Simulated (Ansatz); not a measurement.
Relaxed-ion elastic tensor of Rh (diamond, space group No. 227) in GPa (Voigt order), DFT-r²SCAN in the program Ansatz with PAW potentials; density 8.40 g/cm³, 20.35 Å³ per atom.

|  | 1 | 2 | 3 | 4 | 5 | 6 |
|---|---|---|---|---|---|---|
| 1 | 132 | 151 | 151 | 0.0 | 0.0 | 0.0 |
| 2 | 151 | 132 | 151 | 0.0 | 0.0 | 0.0 |
| 3 | 151 | 151 | 132 | 0.0 | 0.0 | 0.0 |
| 4 | 0.0 | 0.0 | 0.0 | 5.4 | 0.0 | 0.0 |
| 5 | 0.0 | 0.0 | 0.0 | 0.0 | 5.4 | 0.0 |
| 6 | 0.0 | 0.0 | 0.0 | 0.0 | 0.0 | 5.4 |

Problem. Is the crystal mechanically stable?

Solution. No: the smallest eigenvalue of C is -19.2 GPa.

Space group Fd-3m (diamond). The start of the workflow was typed in or built on a structure type; neither database checked (COD, Materials Project) lists it. It is not the phase usual at ambient conditions (space group No. 225). Symmetry was held in the r²SCAN relaxation. At this level the phase is mechanically unstable. The workflow began spin-polarised and lost its moments. As this level gives no gap, shear constants depend on the k-mesh and smearing (Fermi–Dirac, 0.1 eV here).

Potentials: the earlier of the program's two PAW sets.
